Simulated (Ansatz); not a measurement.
LiH$_{3}$O$_{2}$:
```
CELL_PARAMETERS angstrom
      1.22202     0.94601    -5.26738
      1.21978    -5.35023     0.00000
     -3.14144     0.00000     0.00000
ATOMIC_POSITIONS crystal
  Li 0.65238 0.84757 0.00009
  Li 0.34762 0.15243 0.99991
  H  0.75576 0.51911 0.35648
  H  0.24424 0.48089 0.64352
  H  0.98096 0.74416 0.64358
  H  0.01904 0.25584 0.35642
  H  0.73836 0.23856 0.81569
  H  0.26164 0.76144 0.18431
  O  0.79326 0.70682 0.50019
  O  0.20674 0.29318 0.49981
  O  0.71537 0.21548 0.10112
  O  0.28463 0.78452 0.89888
```

Relaxed with r²SCAN+D4. Special points in fractions of this cell's reciprocal vectors: Γ (0.000, 0.000, 0.000); X (0.500, 0.000, 0.000); Y (0.000, 0.500, 0.000); Z (0.000, 0.000, 0.500); R2 (-0.500, -0.500, 0.500); T2 (0.000, -0.500, 0.500); U2 (-0.500, 0.000, 0.500); V2 (0.500, -0.500, 0.000).

Question: List the band energies nearest the valence-band maximum at these points for DFT-r²SCAN+D4 in the program Ansatz with PAW potentials.

Answer: In eV from the valence-band maximum; about four levels below and three above (degenerate sets whole), none deeper than 8.9 eV; points with the same levels are listed once.

```tsv
k	below	above
Γ	-0.68 -0.39 -0.34 -0.18	5.52 8.45 9.86
X	-0.99 -0.69 -0.66 -0.08	6.80 7.42 9.63
Z	-0.95 -0.87 -0.40 -0.33	9.64 10.01 10.88
R2	-0.77 -0.48 -0.19 0.00	8.68 9.47 9.83
T2	-0.79 -0.63 -0.35 -0.17	9.68 9.97 10.02
U2	-0.79 -0.63 -0.36 -0.17	9.68 9.97 10.02
V2	-1.08 -0.92 -0.80 -0.47	7.29 8.01 8.75
```

Space group C2/m. The workflow started from a Materials Project entry (that database holds measured and hypothetical structures alike); the Crystallography Open Database files this formula in space group No. 12, but the cells were not matched. Its standing as an ambient phase is unchecked. The r²SCAN+D4 relaxation kept the symmetry of its start; whether a distortion lowers the energy is not shown. Point labels and valley counts follow the cell and symmetry of the run, lower than the named group.

Potentials: the later of the program's two PAW sets.
